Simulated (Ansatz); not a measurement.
Here is the system:

Si2Ni in space group P6/mmm (No. 191; Ni on 1a, Si on 2d), a = 4.223 Å, b = 4.223 Å, c = 2.468 Å, α = 90.00°, β = 90.00°, γ = 120.00°.

This is the PBEsol-relaxed structure.

Problem. All from the program Ansatz at the PBEsol level (PAW), unless another level is named. Give the bulk modulus (Birch–Murnaghan fit).

Solution. 147 GPa.

Problem. What about the highest zone-centre frequency?

Solution. 341 cm⁻¹.

A made-up cell: these elements were put on the sites of a structure type; neither database checked (COD, Materials Project) lists it. It is not the phase usual at ambient conditions (space group No. 225). Symmetry was held in the PBEsol relaxation. At this level the phase is dynamically unstable (imaginary phonons). The workflow began spin-polarised and lost its moments. As this level gives no gap, phonon frequencies hold no LO–TO term and depend on the k-mesh and smearing (Fermi–Dirac, 0.1 eV here). On the denser mesh and wider smearing of the elastic run this cell carries a stress of 0.8 GPa.

Potentials: the earlier of the program's two PAW sets. The files were generated under PBE; for other functionals the program regenerates the frozen cores, and for LDA and PBEsol the local potential too.
